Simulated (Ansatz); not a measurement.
## YbZr4Pb single point

Input file of Ansatz 0.2.0:

```yaml
crystal:
  lattice:
    - [0.0, 3.889892, 3.889892]
    - [3.889892, 0.0, 3.889892]
    - [3.889892, 3.889892, 0.0]
  atoms:
    - { symbol: Zr, position: [0.37413, 0.37413, 0.37413] }
    - { symbol: Zr, position: [0.87761, 0.37413, 0.37413] }
    - { symbol: Zr, position: [0.37413, 0.37413, 0.87761] }
    - { symbol: Zr, position: [0.37413, 0.87761, 0.37413] }
    - { symbol: Pb, position: [0.0, 0.0, 0.0] }
    - { symbol: Yb, position: [0.75, 0.75, 0.75] }
kpoints:
  mp_grid: { grid: [5, 5, 5], shift: [0, 0, 0] }
  band_path:
    path:
      - [0.0, 0.0, 0.0]
      - [-0.5, -0.5, 0.0]
      - [-0.375, -0.375, 0.25]
      - [-0.375, 0.0, 0.375]
      - [0.0, 0.0, 0.0]
      - [0.0, 0.0, 0.5]
      - [-0.5, -0.25, 0.25]
      - [-0.5, -0.5, 0.0]
    npoints: 8
magnetization:
  spin_polarized: false
scf:
  occupations: { method: methfessel_paxton, width: 0.292 }
  lower_state_search: "off"
  max_iter: 200
hamiltonian:
  pseudopotentials: { kind: paw }
  xc: r2scan
basis:
  ecutwfc: 500
  fft_grid_basis: typed
output:
  forces: true
  stress: true
  eigenvalues: true
  bader: true
  populations: true
  elf: true
  write_potential: true
  volumetric_format: npy
  dos:
    e_range: [-12, 8]
    de: 0.05
    projected: { site_lists: { Pb: [Pb], Yb: [Yb], Zr: [Zr] } }
checkpoint:
  read: saved_state
```

The saved state is an earlier solution for the same cell, perhaps on another mesh. 

Output (shortened):

```
Free energy (F): -42503.2537 eV
Harris-Foulkes:  -42503.2537 eV  (|F-HF|=1.50e-8)
Internal energy: -42503.3890 eV  (E = F + TS)
E sigma→0 (E₀):  -42503.2875 eV
Entropy (-TS):   0.1353 eV (22.545 meV/atom)
Fermi energy:    17.7178 eV
--- Forces (eV/Å), atoms counted from 1 ---
  atom   1  Zr     0.7611     0.7611     0.7611
  atom   2  Zr     0.7611    -0.7611    -0.7611
  atom   3  Zr    -0.7611    -0.7611     0.7611
  atom   4  Zr    -0.7611     0.7611    -0.7611
  atom   5  Pb     0.0000     0.0000     0.0000
  atom   6  Yb     0.0000     0.0000     0.0000
--- Stress (GPa, compression-positive) ---
       23.6482       0.0000       0.0000
        0.0000      23.6482       0.0000
        0.0000       0.0000      23.6482
  P = ⅓ Tr σ = 23.6482 GPa (236.482 kbar)
--- Löwdin populations: 6 sites ---
  site symbol       q [e]
     0     Zr     11.8719
     1     Zr     11.8719
     2     Zr     11.8719
     3     Zr     11.8719
     4     Pb     13.9675
     5     Yb     24.3512
  spilling = 0.0023 (of n_electrons = 86.0000)
--- Bader charges: 6 sites ---
  site symbol  charge [e]  shift [e]
     0     Zr      0.0484     0.0000
     1     Zr      0.0484     0.0000
     2     Zr      0.0484     0.0000
     3     Zr      0.0484     0.0000
     4     Pb     -1.1452     0.0000
     5     Yb      0.9517     0.0000
```

Absolute energies hang on the potentials; compare differences alone.

Origin: a known structure type with other elements, at an estimated volume, so it need not be a known compound. Caveats: no spin polarisation, so a magnetic state may lie lower; atoms or cell far from equilibrium; wide smearing; f levels without a U or exact exchange are poorly placed.
